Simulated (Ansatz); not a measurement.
The elements of this relaxed trial crystal are hidden behind letters.

```
lattice vectors (Å)
   4.6145    0.0000    0.0000
  -2.3072    3.9963    0.0000
   0.0000    0.0000    3.7766
fractional positions
X 0.0000 0.0000 0.0000
Z 0.3333 0.6667 0.5000
Z 0.6667 0.3333 0.5000
```

Level of theory: Ansatz 0.2.0, DFT PBE, scalar-relativistic, plane waves, PAW. Settings of the last relaxation (3-atom cell): 420 eV, 12×12×12 k points, Gaussian smearing of 0.10 eV, no spin polarisation.

```
Space group                                 : P6/mmm (No. 191)
Conventional cell                           : a = 4.614 Å, c = 3.777 Å
Volume per atom                             : 23.21 Å³
Density                                     : 6.29 g/cm³
Formation energy                            : +0.28 eV/atom
Gap on the 12×12×12 mesh of the 3-atom cell : 0 eV (a metal)
```

Energies are uncorrected and count from the elements' standard states at the same level.

**Question.** X is a p-block element of period 5 and Z is a p-block element of period 4. Which elements are they?

**Answer.** X = Sn, Z = Ge, so the formula is SnGe2. Density times volume gives a mean mass of 6.29 × 23.21/1.6605 = 87.9 u per atom, and this set has 88.0 u. Among the elements that the hints allow, noble gases aside, only these give it. Around Sn lie 12 Ge at 3.27 Å and 2 Sn at 3.78 Å; Ge is surrounded by 3 Ge at 2.66 Å and 6 Sn at 3.27 Å.

A structure relaxed within its symmetry needn't be a true minimum. Another cell of SnGe2 relaxed alike, in P4/mmm, lies 39 meV/atom lower, so this cell isn't the stable form at this level.
